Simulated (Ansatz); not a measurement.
ZnInGaO4:
```
ZnInGaO4
1.0
    1.65533     0.95571     8.58756
   -1.65533     0.95571     8.58756
    0.00000    -1.91141     8.58756
Zn In Ga O
1 1 1 4
Direct
  0.21874   0.21874   0.21874
  0.00307   0.00307   0.00307
  0.78710   0.78710   0.78710
  0.29520   0.29520   0.29520
  0.71137   0.71137   0.71137
  0.12103   0.12103   0.12103
  0.86349   0.86349   0.86349
```

Cartesian axes are those of the cell as given.

Question: Give the proper piezoelectric stress tensor with relaxed ions from plane-wave PAW r²SCAN (Ansatz code).

Answer: In C/m², rows x, y, z, Voigt columns; mesh uncertainty up to 0.00.
```
 0.00   0.00   0.00   0.00  -0.24   0.20
 0.20  -0.20   0.00  -0.24   0.00   0.00
-0.27  -0.27   0.65   0.00   0.00   0.00
```

The elastic tensor of the same run (GPa):

|  | 1 | 2 | 3 | 4 | 5 | 6 |
|---|---|---|---|---|---|---|
| 1 | 267 | 148 | 131 | -8.7 | 0.0 | 0.0 |
| 2 | 148 | 267 | 131 | 8.7 | 0.0 | 0.0 |
| 3 | 131 | 131 | 274 | 0.0 | 0.0 | 0.0 |
| 4 | -8.7 | 8.7 | 0.0 | 64.8 | 0.0 | 0.0 |
| 5 | 0.0 | 0.0 | 0.0 | 0.0 | 64.8 | -8.7 |
| 6 | 0.0 | 0.0 | 0.0 | 0.0 | -8.7 | 59.4 |

Question: Convert to strain constants d = e·S.

Answer: In pC/N:
```
 0.0   0.0   0.0   0.0  -3.3   2.9
 1.5  -1.5   0.0  -3.3   0.0   0.0
-2.0  -2.0   4.3   0.0   0.0   0.0
```

Space group R3m. The r²SCAN relaxation kept the symmetry of its start. Signs of piezoelectric constants follow the polarity of the cell as given.

Potentials: the later of the program's two PAW sets.
